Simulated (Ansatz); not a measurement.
Starting cell, LiH (rock salt):

```
LiH
1.0
    0.00000     2.00356     2.00356
    2.00356     0.00000     2.00356
    2.00356     2.00356     0.00000
H Li
1 1
Direct
  0.00000   0.00000   0.00000
  0.50000   0.50000   0.50000
```

In this cell atom 1 (H, nearest neighbour Li at 2.004 Å; its periodic images, 2.8 Å or more away, move with it) is moved by s along Cartesian x, unit vector (1.000, 0.000, 0.000); all other atoms and the cell stay fixed.

Method: PBE (plane waves to 420 eV, PAW, scalar-relativistic; Ansatz, an electronic-structure program). k mesh 11×11×11 (Γ-centred), Fermi-Dirac smearing 0.05 eV. The energy includes the smearing's −TS. LiH was relaxed with its symmetry unable to fall. The zero of ΔE is the undisplaced structure.

```json
[
 {"s (Å)": "-0.400", "ΔE (meV/cell)": "142.2"},
 {"s (Å)": "-0.320", "ΔE (meV/cell)": "78.8"},
 {"s (Å)": "-0.240", "ΔE (meV/cell)": "38.9"},
 {"s (Å)": "-0.160", "ΔE (meV/cell)": "15.6"},
 {"s (Å)": "-0.080", "ΔE (meV/cell)": "3.6"},
 {"s (Å)": "0.000", "ΔE (meV/cell)": "0.0"},
 {"s (Å)": "0.080", "ΔE (meV/cell)": "3.6"},
 {"s (Å)": "0.160", "ΔE (meV/cell)": "15.6"},
 {"s (Å)": "0.240", "ΔE (meV/cell)": "38.9"},
 {"s (Å)": "0.320", "ΔE (meV/cell)": "78.8"},
 {"s (Å)": "0.400", "ΔE (meV/cell)": "142.2"}
]
```

Question: What force constant k = d²E/ds² at s = 0 does the table give?

Answer: 1.1 eV/Å². It is the second difference of the nearest points, corrected with the next pair.

Question: With k = 1.11 eV/Å² from the forces, is the well harmonic out to s = 0.400 Å?

Answer: ½ks² = 88.7 meV/cell against the computed 142.2 meV/cell, so the well is stiffer than harmonic there.

(A displaced cell: forces are minus the slopes of the energy, force constants its curvatures, and phonons follow from these.)
